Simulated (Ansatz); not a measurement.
**Guessed and relaxed cells of HfO3**

A trial structure of HfO3 was built thus: random cell by space group and Wyckoff sites (Pm-3n, No. 223). Lengths were set from tabulated atomic sizes, so they are only a guess.

start.cif

```cif
data_structure
_symmetry_space_group_name_H-M 'Pm-3n'
_symmetry_Int_Tables_number 223
_cell_length_a 4.7760
_cell_length_b 4.7760
_cell_length_c 4.7760
_cell_angle_alpha 90.000
_cell_angle_beta 90.000
_cell_angle_gamma 90.000
_cell_volume 108.94
loop_
_atom_site_label
_atom_site_type_symbol
_atom_site_symmetry_multiplicity
_atom_site_Wyckoff_symbol
_atom_site_fract_x
_atom_site_fract_y
_atom_site_fract_z
_atom_site_occupancy
Hf1 Hf 2 a 0.00000 0.00000 0.00000 1
O1 O 6 c 0.25000 0.00000 0.50000 1
```

Theory: Ansatz, DFT PBE, scalar-relativistic, plane waves, PAW. Cutoff 420 eV, Gaussian smearing, Γ-centred meshes. Cell and atoms relax first on a coarse mesh and then on a finer one. In between, the cell is made exact in the group found at 0.06 Å. In metals the finer mesh still leaves noise of several meV/atom or more. The steps can't lower the symmetry of their start. No spin polarisation.

end.cif

```cif
data_structure
_symmetry_space_group_name_H-M 'Pm-3n'
_symmetry_Int_Tables_number 223
_cell_length_a 4.1407
_cell_length_b 4.1407
_cell_length_c 4.1407
_cell_angle_alpha 90.000
_cell_angle_beta 90.000
_cell_angle_gamma 90.000
_cell_volume 70.99
loop_
_atom_site_label
_atom_site_type_symbol
_atom_site_symmetry_multiplicity
_atom_site_Wyckoff_symbol
_atom_site_fract_x
_atom_site_fract_y
_atom_site_fract_z
_atom_site_occupancy
Hf1 Hf 2 a 0.00000 0.00000 0.00000 1
O1 O 6 c 0.25000 0.00000 0.50000 1
```

The symmetry stays Pm-3n (No. 223). The volume per atom shrinks by 34.8 %, from 13.6 to 8.9 Å³. The shortest distance goes from 2.39 Å (O–O) to 2.07 Å (O–O). The energy falls by about 0.98 eV/atom (the start's value is from the coarse mesh).

* Volume per atom: 8.87 Å³
* Density: 10.60 g/cm³
* Formation energy: −2.01 eV/atom
* Gap on the 10×10×10 mesh of the 8-atom cell: 0 eV (a metal)

Energies over the elements count from the elements' standard structures at the same level (O₂ as a molecule), with no fitted energy shifts. It lies below the elements, which doesn't yet make it stable against other compounds or structures.

The last run used Gaussian smearing of 0.10 eV. Spin–orbit coupling, which can matter for Hf, is left out. A structure relaxed within its symmetry needn't be a true minimum. In all, the 3 runs took 2.1 min on 1 thread of AMD EPYC (Zen 3) (shared host).
